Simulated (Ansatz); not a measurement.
Level: r2SCAN, with U_eff = 4.4 eV on Yb f (all-electron-ortho-atomic projectors), no spin polarisation; 500 eV; 4×4×4 Γ-centred mesh; fermi-dirac occupations (width 0.0404 eV); Ansatz 0.2.0, fixed geometry.

Computed maps in the lattice plane spanned by b (left to right, 6.75 Å, 20 points from zero) and c (bottom to top, 6.75 Å, 20 points from zero), 60° apart, at height 0.500 along a. The fields are smooth PAW ones with compensation charges, not the true ones near nuclei.

Valence density. Digits on a logarithmic scale: 0 up to 0.03 e/Å³, each further digit a factor of 1.6, 9 from 1.3 e/Å³ up:
```
77666666667765433456
66546666645665432345
56414677641465432234
56643577753466532223
46665566665566643333
56677665556677665444
56677655445567766555
66667654333456766666
76445654322345654467
77513565322235653157
77644565432234565446
66666676543334567666
55556677655445567766
54445667766555667766
43333466655666655666
53222356643577753466
54322345641467764146
65432345665466666456
76543345677666666667
77655455677765545567
```

ELF. Ten even steps from '0' (0.05) to '9' (0.92):
```
99656776569986433468
86324888423686310136
65262688626256410014
56422278722246530003
57862256652268753113
57887544444578875434
66888642222468886666
85467642101246764588
96222542000024522269
99362242100012422639
99622254200002452226
88854676421012467645
66666888642222468886
54345788754444457887
53113578622566522687
53000356422278722246
64100146526268862625
86310136863248884236
98643346899656776569
99865556899986555689
```

Question: The cell is YbSi₁₂. Which atoms lie within 0.2 Å of this plane, and where (fractions of b and c)?

Answer: Si at (0.50, 0.84), Si at (0.50, 0.16), Si at (0.84, 0.16), Si at (0.16, 0.84), Si at (0.84, 0.50), Si at (0.16, 0.50). The whole cell:
```
Yb Si
1.0
     0.00000    4.77595    4.77595
     4.77595    0.00000    4.77595
     4.77595    4.77595    0.00000
Yb Si
1 12
Direct
  0.00000 0.00000 0.00000
  0.50000 0.50000 0.83848
  0.83848 0.16152 0.50000
  0.50000 0.50000 0.16152
  0.16152 0.83848 0.50000
  0.83848 0.50000 0.50000
  0.50000 0.83848 0.16152
  0.16152 0.50000 0.50000
  0.50000 0.16152 0.83848
  0.83848 0.50000 0.16152
  0.50000 0.83848 0.50000
  0.16152 0.50000 0.83848
  0.50000 0.16152 0.50000
```

Origin: a known structure type with other elements, at an estimated volume, so it need not be a known compound. Caveats: no spin polarisation, so a magnetic state may lie lower; atoms or cell far from equilibrium.
